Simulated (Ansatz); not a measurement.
Be3N2:
```
CELL_PARAMETERS angstrom
      1.41744     0.81836     4.86156
     -1.41744     0.81836     4.86156
      0.00000    -1.63671     4.86156
ATOMIC_POSITIONS crystal
  Be 0.14086 0.14086 0.14086
  Be 0.68240 0.68240 0.68240
  Be 0.91115 0.91115 0.91115
  N  0.79586 0.79586 0.79586
  N  0.29164 0.29164 0.29164
```

Relaxed with r²SCAN. Special points in fractions of this cell's reciprocal vectors: Γ (0.000, 0.000, 0.000); T (0.500, 0.500, 0.500); H2 (0.814, 0.186, 0.500); H0 (0.500, -0.186, 0.186); L (0.500, 0.000, 0.000); S0 (0.343, -0.343, 0.000); S2 (0.657, 0.000, 0.343); F (0.500, 0.000, 0.500).

Task: List the band energies nearest the valence-band maximum at these points for plane-wave PAW r²SCAN (Ansatz code).

Result: In eV from the valence-band maximum; about four levels below and three above (degenerate sets whole), none deeper than 8.9 eV; points with the same levels are listed once.

| k | below | above |
|---|---|---|
| Γ | -1.19 -1.19 -0.46 0.00 0.00 | 6.79 8.66 9.27 9.27 |
| T | -0.95 -0.95 -0.35 -0.35 | 7.78 9.73 10.07 10.07 |
| H2 | -4.85 -3.83 -3.08 -1.85 | 5.80 7.63 10.99 |
| L | -3.79 -3.13 -3.03 -2.14 | 6.25 7.40 11.25 |
| S0 | -5.00 -3.80 -3.14 -1.90 | 5.87 7.98 10.36 |
| F | -3.59 -3.55 -1.37 -1.08 | 3.42 8.51 9.68 |

Space group R3m. The first step of the workflow began from a Materials Project structure, measured or hypothetical; the Crystallography Open Database copy checked does not list it. COD files the formula under space group No. 206. Whether it is the stable phase at ambient conditions was not checked. The cell was relaxed with r²SCAN under the symmetry of its start; its stability against distortions is not shown here.

Potentials: the later of the program's two PAW sets.
